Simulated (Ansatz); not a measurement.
A relaxed cell of Cd₅Se₂S₃ is given with its symmetry left out. The cell was found from a structure generator's guess, not taken from experiment.

Computed with DFT PBE, scalar-relativistic, plane waves, PAW in Ansatz. Cutoff 420 eV, Γ-centred mesh, Gaussian smearing, no spin polarisation.

```
CELL_PARAMETERS angstrom
2.13212 1.23098 17.43722
-2.13212 1.23098 17.43722
0.00000 -2.46196 17.43722
ATOMIC_POSITIONS crystal
Cd 0.99666 0.99666 0.99666
Cd 0.59893 0.59893 0.59893
Cd 0.20109 0.20109 0.20109
Cd 0.80324 0.80324 0.80324
Cd 0.39990 0.39990 0.39990
Se 0.75200 0.75200 0.75200
Se 0.34880 0.34880 0.34880
S 0.94765 0.94765 0.94765
S 0.54980 0.54980 0.54980
S 0.15195 0.15195 0.15195
```

Formation energies are uncorrected and refer to the elements' standard structures at the same level.

Question: Find its symmetry and describe it.

Answer: R3m (No. 160), with Se and S ordered on zinc blende sites. Conventional cell: a = 4.264 Å, c = 52.312 Å. Cd on its first site is surrounded by 1 S at 2.56 Å and 3 Se at 2.65 Å; Cd on its second site has 4 S at 2.57–2.59 Å; Se on its first site is surrounded by 4 Cd at 2.65–2.68 Å; S on its first site is surrounded by 4 Cd at 2.56–2.59 Å; 6 more sites not described.

Question: How far does it lie from the elements in energy?

Answer: −0.641 eV/atom. It lies below the elements, which doesn't yet make it stable against other compounds or structures.

Question: Is it a metal?

Answer: No, the gap on the 12×12×12 mesh is 0.58 eV.

The last run used a 12×12×12 mesh for its 10-atom cell and Gaussian smearing of 0.02 eV. Kohn–Sham gaps at this level usually fall short of measured ones. The reference forms of S and Se are held partly by dispersion forces, which this level lacks. A structure relaxed within its symmetry needn't be a true minimum.
